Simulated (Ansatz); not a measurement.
TaSi2 (MoSi2 or CaC2 type, I4/mmm) under volume change, DFT-PBEsol in the program Ansatz with PAW potentials, shape and atoms relaxed at each volume.

```csv
V (Å³/atom),E − E(relaxed) (meV/atom),P (GPa)
13.099,82.2,22.08
13.531,34.5,13.52
13.963,8.2,6.22
14.394,0.0,0.00
14.826,7.3,-5.30
15.258,27.9,-9.81
15.690,59.6,-13.63
```

Task: What does a third-order Birch–Murnaghan fit give for V₀, B₀ and B′?

Result: V₀ = 14.39 Å³/atom, B₀ = 191 GPa, B′ = 4.3.

A made-up cell: these elements were put on the sites of a structure type; neither database checked (COD, Materials Project) lists it. COD files the formula under space group No. 180, 181, so this cell is another polymorph or a model. Whether it is the stable phase at ambient conditions was not checked. Symmetry was held in the PBEsol relaxation; of distortions, only those at the zone centre were tested. No spin polarisation was allowed. Scalar-relativistic: spin–orbit coupling is off unless named, which matters more the heavier the elements.

Potentials: the later of the program's two PAW sets.
